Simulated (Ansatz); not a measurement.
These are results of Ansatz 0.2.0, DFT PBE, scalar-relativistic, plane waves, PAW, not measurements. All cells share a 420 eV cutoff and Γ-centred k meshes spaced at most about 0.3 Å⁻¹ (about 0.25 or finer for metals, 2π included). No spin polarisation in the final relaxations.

These are static total energies at zero pressure. All come from trial cells, and lower structures may exist. These are two-dimensional sheets: the third axis spans vacuum and isn't periodic.

Problem. Order these relaxed structures of Pb by energy, lowest first, with the energy over the lowest of them.
A.

```xyz
3
Lattice="6.2664 0.0000 0.0000 -3.1332 5.4269 0.0000 0.0000 0.0000 23.8000" Properties=species:S:1:pos:R:3 pbc="T T F"
Pb   -1.5666    2.7134    7.0000
Pb    3.1332    0.0000    7.0000
Pb    1.5666    2.7134    7.0000
```

B.

```xyz
1
Lattice="3.2981 0.0000 0.0000 -1.6491 2.8562 0.0000 0.0000 0.0000 23.8000" Properties=species:S:1:pos:R:3 pbc="T T F"
Pb    0.0000    0.0000    7.0000
```

Solution. B (0 meV/atom), A (225 meV/atom). Forms: B p6/mmm; A p6/mmm. Counting all near atoms (those within 1.25 times the shortest distance at each site): B has Pb 6; A has Pb 4.

Spin–orbit coupling, which can matter for Pb, is left out. Cells relaxed within their symmetry can be saddle points. Some types were kept out of the candidates beforehand, so the set may lack a known form.
